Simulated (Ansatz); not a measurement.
C:
```xyz
12
Lattice="2.5123 0.0000 0.0000 -1.2562 2.1757 0.0000 0.0000 0.0000 12.3917" Properties=species:S:1:pos:R:3 pbc="T T T"
C      1.2562     0.7252     4.3984
C      0.0000     1.4505     7.9934
C      0.0000     1.4505    10.5942
C      1.2562     0.7252     1.7975
C      1.2562     0.7252     0.2573
C      0.0000     1.4505    12.1344
C      0.0000     1.4505     6.4532
C      1.2562     0.7252     5.9386
C      0.0000     0.0000     8.5110
C      0.0000     0.0000     3.8807
C      0.0000     0.0000     2.3152
C      0.0000     0.0000    10.0766
```

Relaxed with r²SCAN. Special points in fractions of this cell's reciprocal vectors: Γ (0.000, 0.000, 0.000); M (0.500, 0.000, 0.000); K (0.333, 0.333, 0.000); A (0.000, 0.000, 0.500); L (0.500, 0.000, 0.500); H (0.333, 0.333, 0.500).

List the band energies nearest the valence-band maximum at these points for r²SCAN (plane waves, PAW; program Ansatz).

In eV from the valence-band maximum; about four levels below and three above (degenerate sets whole), none deeper than 8.9 eV; points with the same levels are listed once.

```
k                        below                above
-  ---------------------------  -------------------
Γ  -1.04 -1.04 -0.16 0.00 0.00       5.68 5.68 5.81
M      -4.33 -4.28 -3.83 -3.10       4.89 5.53 5.58
K      -6.29 -5.04 -4.91 -4.91       5.94 5.94 6.43
A      -0.34 -0.34 -0.34 -0.34  6.10 6.10 6.10 6.10
L      -4.02 -4.02 -3.46 -3.46  5.06 5.06 6.15 6.15
H      -5.58 -5.58 -5.14 -5.14  6.18 6.18 7.35 7.35
```

Space group P6_3/mmc. The workflow started from a Materials Project entry (that database holds measured and hypothetical structures alike). Its sites differ from those of the usual phase in this space group: another stacking or structure type. The cell was relaxed with r²SCAN under the symmetry of its start; phonons on a q-mesh show no instability.

Potentials: the later of the program's two PAW sets.
